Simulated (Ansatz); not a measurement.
MoPt:
```xyz
2
Lattice="2.7581 0.0000 0.0000 -1.3790 2.3886 0.0000 0.0000 0.0000 4.4688" Properties=species:S:1:pos:R:3 pbc="T T T"
Mo     1.3790     0.7962     0.0000
Pt     0.0000     1.5924     2.2344
```

Relaxed with LDA. Special points in fractions of this cell's reciprocal vectors: Γ (0.000, 0.000, 0.000); M (0.500, 0.000, 0.000); K (0.333, 0.333, 0.000); A (0.000, 0.000, 0.500); L (0.500, 0.000, 0.500); H (0.333, 0.333, 0.500).

Problem. List the band energies nearest the Fermi level at these points for LDA (plane waves, PAW; program Ansatz).

Solution. In eV from the Fermi level; about four levels below and three above (degenerate sets whole), none deeper than 8.9 eV; … stands for higher levels left out; points with the same levels are listed once.

```
k                          below           above
-  -----------------------------  --------------
Γ        -2.49 -2.49 -0.76 -0.76          0.21 …
M        -2.63 -2.35 -1.70 -0.39  2.50 3.11 4.24
K        -4.68 -4.45 -2.15 -0.73  0.59 1.44 1.45
A  -4.26 -4.26 -2.81 -2.81 -2.35     0.06 0.06 …
L        -4.08 -2.92 -0.92 -0.47  0.66 1.10 1.92
H        -4.42 -1.67 -1.31 -0.59  0.22 2.36 6.70
```

Space group P-6m2. The workflow started from a Materials Project entry (that database holds measured and hypothetical structures alike); the Crystallography Open Database copy checked does not list it. With Mo and Pt taken as one species the cell has the higher symmetry P6_3/mmc, so it may be an ordered model of a mixed-site phase. Its standing as an ambient phase is unchecked. The cell was relaxed with LDA under the symmetry of its start; its stability against distortions is not shown here. The run is not spin-polarised. Scalar-relativistic: spin–orbit coupling is off unless named, which matters more the heavier the elements.

Potentials: the later of the program's two PAW sets.
